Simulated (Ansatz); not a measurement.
# A plane-wave run on KMnF3

The input, for Ansatz 0.2.0 (plane waves, PAW):

```yaml
crystal:
  lattice:
    - [4.39437154, 0.0, 0.0]
    - [0.0, 4.39437154, 0.0]
    - [0.0, 0.0, 4.39437154]
  atoms:
    - { symbol: Mn, position: [0.0, 0.0, 0.0], spin: 5.0 }
    - { symbol: F, position: [0.5, 0.0, 0.0] }
    - { symbol: F, position: [0.0, 0.5, 0.0] }
    - { symbol: F, position: [0.0, 0.0, 0.5] }
    - { symbol: K, position: [0.5, 0.5, 0.5] }
kpoints:
  mp_grid: { grid: [6, 6, 6], shift: [0, 0, 0] }
  band_path:
    path:
      - [0.0, 0.0, 0.0]
      - [0.0, 0.5, 0.0]
      - [0.5, 0.5, 0.0]
      - [0.0, 0.0, 0.0]
      - [0.5, 0.5, 0.5]
      - [0.0, 0.5, 0.0]
      - [0.5, 0.5, 0.5]
      - [0.5, 0.5, 0.0]
    npoints: 8
magnetization:
  spin_polarized: true
scf:
  occupations: { method: fermi_dirac }
  lower_state_search: "off"
  max_iter: 200
hamiltonian:
  pseudopotentials: { kind: paw }
  xc: r2scan
  hubbard:
    projectors: all-electron-ortho-atomic
    sites: [{ species: Mn, l: d, u_eff: 6.78 }]
basis:
  ecutwfc: 500
  fft_grid_basis: typed
output:
  forces: true
  stress: true
  eigenvalues: true
  bader: true
  populations: true
  elf: true
  write_potential: true
  volumetric_format: npy
  dos:
    e_range: [-12, 8]
    de: 0.05
    projected: { site_lists: { F: [F], K: [K], Mn: [Mn] } }
checkpoint:
  read: saved_state
```

The saved state is an earlier solution for the same cell, perhaps on another mesh. Magnetic state (reached from a saved solution, and it need not be the lowest): Mn1 up.

Parts of the output:

```
SCF iter   1: F=-7881.1060 eV  Δρ=3.90e-3  dr2=2.84e-3  dr2_τ=5.69e-3  dr2_m=1.25e-4  M=5.000 μB ∫|m|=5.004 μB
SCF iter   2: F=-7881.1085 eV  Δρ=2.78e-3  dr2=1.40e-3  dr2_τ=1.54e-3  dr2_m=7.20e-5  M=5.000 μB ∫|m|=5.004 μB  κ⁻¹=1.0e0(r=1)
SCF iter   3: F=-7881.1091 eV  Δρ=4.70e-4  dr2=4.64e-5  dr2_τ=4.48e-5  dr2_m=3.97e-6  M=5.000 μB ∫|m|=5.004 μB  κ⁻¹=4.7e-2(r=2)
SCF iter   4: F=-7881.1092 eV  Δρ=8.43e-5  dr2=5.07e-6  dr2_τ=9.63e-7  dr2_m=3.23e-7  M=5.000 μB ∫|m|=5.004 μB  κ⁻¹=5.9e-4(r=3)
SCF iter   5: F=-7881.1092 eV  Δρ=1.58e-5  dr2=4.02e-7  dr2_τ=2.18e-8  dr2_m=4.56e-8  M=5.000 μB ∫|m|=5.004 μB
SCF iter   6: F=-7881.1092 eV  Δρ=9.40e-6  dr2=2.17e-7  dr2_τ=6.17e-9  dr2_m=2.86e-9  M=5.000 μB ∫|m|=5.004 μB  κ⁻¹=1.0e0(r=1)
SCF iter   7: F=-7881.1092 eV  Δρ=5.00e-6  dr2=7.17e-8  dr2_τ=2.03e-9  dr2_m=9.86e-11  M=5.000 μB ∫|m|=5.004 μB
Magnetization: 5.0000 μB (25.0000 up, 20.0000 down)
Absolute magnetization: 5.0044 μB (∫|ρ↑−ρ↓|, with the PAW one-centre terms)
Spin contamination: 0.0050 ħ² per cell (⟨S²⟩ above its minimum at these occupations)
Per-site moments (μB) at R_I (Å): [(4.3945, 0.9063), (0.0252, 0.9063), (0.0252, 0.9063), (0.0252, 0.9063), (0.0002, 1.2818)]
Free energy (F): -7881.1092 eV
Harris-Foulkes:  -7881.1092 eV  (|F-HF|=7.13e-8)
Internal energy: -7881.1092 eV  (E = F + TS)
E sigma→0 (E₀):  -7881.1092 eV
Fermi energy:    4.8516 eV
--- Stress (GPa, compression-positive) ---
       -6.1368       0.0000       0.0000
        0.0000      -6.1368       0.0000
        0.0000       0.0000      -6.1368
  P = ⅓ Tr σ = -6.1368 GPa (-61.368 kbar)
--- Löwdin populations: 5 sites ---
  site symbol       q [e]    m [muB]
     0     Mn     13.4498     4.8826
     1      F      7.7400     0.0312
     2      F      7.7400     0.0312
     3      F      7.7400     0.0312
     4      K      8.1657     0.0021
  spilling = 0.0037 (of n_electrons = 45.0000)
--- Bader charges: 5 sites ---
  site symbol  charge [e]  shift [e]    m [muB]
     0     Mn      1.6873     0.0002     4.7835
     1      F     -0.8674     0.0001     0.0716
     2      F     -0.8674     0.0001     0.0716
     3      F     -0.8674     0.0001     0.0716
     4      K      0.9149     0.0000     0.0015
```

Origin: a known structure type with other elements, at an estimated volume, so it need not be a known compound.
